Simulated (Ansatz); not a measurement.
CuI:
```
CuI
1.0
    3.95140     0.00000     0.00000
   -1.97570     3.42201     0.00000
    0.00000     0.00000     3.68528
Cu I
1 1
Direct
  0.00000   0.00000   0.00000
  0.66667   0.33333   0.50000
```

Relaxed with PBE. Special points in fractions of this cell's reciprocal vectors: Γ (0.000, 0.000, 0.000); M (0.500, 0.000, 0.000); K (0.333, 0.333, 0.000); A (0.000, 0.000, 0.500); L (0.500, 0.000, 0.500); H (0.333, 0.333, 0.500).

Problem. List the band energies nearest the Fermi level at these points for PBE in the plane-wave PAW code Ansatz.

Solution. In eV from the Fermi level; about four levels below and three above (degenerate sets whole), none deeper than 8.9 eV; points with the same levels are listed once.

```csv
k,below,above
Γ,-1.59 -1.59 -0.53 -0.53,0.33 5.49 5.77 5.77
M,-1.63 -1.46 -1.43 -0.02,2.02 5.41 6.54
K,-1.69 -1.66 -1.57 -1.54,0.18 4.79 5.15
A,-1.76 -1.76 -1.41 -0.32 -0.32,4.18 4.87 7.16 7.16
L,-1.41 -1.28 -0.23 -0.13,4.44 4.84 6.09
H,-1.44 -1.44 -1.16 -0.52 -0.01,1.83 7.44 9.11
```

Space group P-6m2. A made-up cell: these elements were put on the sites of a structure type; neither database checked (COD, Materials Project) lists it. It is not the phase usual at ambient conditions (space group No. 216). The cell was relaxed with PBE under the symmetry of its start; its stability against distortions is not shown here. The run is not spin-polarised. Spin–orbit coupling is left out wherever it is not named.

Potentials: the later of the program's two PAW sets.
